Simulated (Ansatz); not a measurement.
Sb₂Se₃:
```
CELL_PARAMETERS angstrom
      4.06930     0.00000     0.00000
     -2.03465     3.52412     0.00000
      0.00000     0.00000    10.54633
ATOMIC_POSITIONS crystal
  Sb 0.33333 0.66667 0.17975
  Sb 0.66667 0.33333 0.82025
  Se 0.00000 0.00000 0.00000
  Se 0.33333 0.66667 0.67301
  Se 0.66667 0.33333 0.32699
```

Relaxed with PBE. Special points in fractions of this cell's reciprocal vectors: Γ (0.000, 0.000, 0.000); M (0.500, 0.000, 0.000); K (0.333, 0.333, 0.000); A (0.000, 0.000, 0.500); L (0.500, 0.000, 0.500); H (0.333, 0.333, 0.500).

Task: List the band energies nearest the valence-band maximum at these points for the program Ansatz at the PBE level (PAW).

Result: In eV from the valence-band maximum; about four levels below and three above (degenerate sets whole), none deeper than 8.9 eV; points with the same levels are listed once.

| k | below | above |
|---|---|---|
| Γ | -1.49 -1.19 -1.19 -0.06 | 0.40 1.48 1.48 |
| M | -2.36 -1.77 -1.39 -0.52 | 1.24 2.26 2.46 |
| K | -2.72 -2.72 -1.84 -0.79 -0.79 | 1.61 2.80 2.80 |
| A | -1.21 -1.21 -0.73 -0.66 | 0.57 1.48 1.48 |
| L | -2.13 -1.41 -1.32 -0.81 | 1.09 2.12 2.27 |
| H | -2.96 -2.96 -1.97 -0.46 -0.46 | 1.95 2.43 2.43 |

Space group P-3m1 (La2O3 or Ni2Al3 type). The cell is a constructed one: a structure type filled with these elements; neither database checked (COD, Materials Project) lists it. It is not the phase usual at ambient conditions (space group No. 62). The cell was relaxed with PBE under the symmetry of its start; whether a distortion lowers the energy is not shown. Spin–orbit coupling is left out wherever it is not named.

Potentials: the later of the program's two PAW sets.
